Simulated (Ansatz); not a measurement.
MgSi (P4/mmm), a vibration from a frozen displacement

Level of theory: DFT LDA, scalar-relativistic, plane waves, PAW in Ansatz 0.2.0. Cutoff 420 eV, Γ-centred 16×16×12 k-points, Gaussian smearing of 0.15 eV. No spin polarisation. Energies are free energies at this smearing, counted from the undisturbed cell; pressure is positive in compression.

Reference structure (as given, not relaxed at this level; it stands at -3.3 GPa, and it needn't be the usual structure):

```
Mg Si
1.0
     2.90839    0.00000    0.00000
     0.00000    2.90839    0.00000
     0.00000    0.00000    4.10343
Mg Si
1 1
Direct
  0.00000 0.00000 0.00000
  0.50000 0.50000 0.50000
```

Every Mg atom is moved by x along the Cartesian unit vector (0.000, 0.000, -1.000); the cell and all other atoms stay fixed. The cell's volume is 34.71 Å³; the moved atoms weigh 24.305 u together and the others 28.085 u. Some rows repeat others by symmetry and weren't run.

| x (Å) | ΔE (meV/cell) | total force on the moved atoms along the move (eV/Å) | pressure (GPa) |
| --- | --- | --- | --- |
| -0.3000 | 156.83 | 1.0748 | -0.4685 |
| -0.2625 | 119.28 | 0.9287 | -1.1153 |
| -0.2250 | 87.12 | 0.7871 | -1.6784 |
| -0.1875 | 60.20 | 0.6495 | -2.1572 |
| -0.1500 | 38.37 | 0.5154 | -2.5506 |
| -0.0750 | 9.54 | 0.2548 | -3.0777 |
| 0.0000 | 0.00 | 0.0000 | -3.2539 |
| 0.0750 | 9.54 | -0.2548 | -3.0777 |
| 0.1500 | 38.37 | -0.5154 | -2.5506 |
| 0.1875 | 60.20 | -0.6495 | -2.1572 |
| 0.2250 | 87.12 | -0.7871 | -1.6784 |
| 0.2625 | 119.28 | -0.9287 | -1.1153 |
| 0.3000 | 156.83 | -1.0748 | -0.4685 |

Q: What frequency belongs to this motion?

A: The force constant is k = −dF/dx = 3.397 eV/Å², from the parabola through x = -0.0750, 0 and 0.0750. In every cell the moved atoms swing against the rest, so the mass is μ = m₁m₂/(m₁ + m₂) = 13.029 u, and ν̃ = 521.5 cm⁻¹ × √(|k|/μ) = 266 cm⁻¹, at this cell's pressure of -3.3 GPa. To first order in x, and within 1 %, the force on every atom lies along the move and, within each of the two groups, in proportion to the atom's mass, so this is itself a mode at the zone centre of this cell.

Q: How far does the harmonic law reach?

A: At x = -0.300 Å, kx²/2 = 152.88 meV against the computed 156.83 meV (+2.6 %): the well is still close to harmonic there.

Q: The pressure changes with x². What does that say about the frequency under compression?

A: With E = k(V)x²/2, k ∝ V^(−2γ) and x scaling with the cell as V^(1/3), P − P0 = −∂E/∂V = (2γ − 2/3) ΔE/V. At x = 0.1500 Å, V(P − P0) = 34.71 × 0.70330 / 160.2 eV = 152.36 meV and ΔE = 38.37 meV, so γ = 1/3 + V(P − P0)/(2ΔE) = 2.32. This is the Grüneisen parameter of the motion under uniform scaling of the cell: shrinking the cell evenly by 1 % in volume raises the frequency by about 2.32 %.

In a metal these slopes depend on the k mesh and the smearing.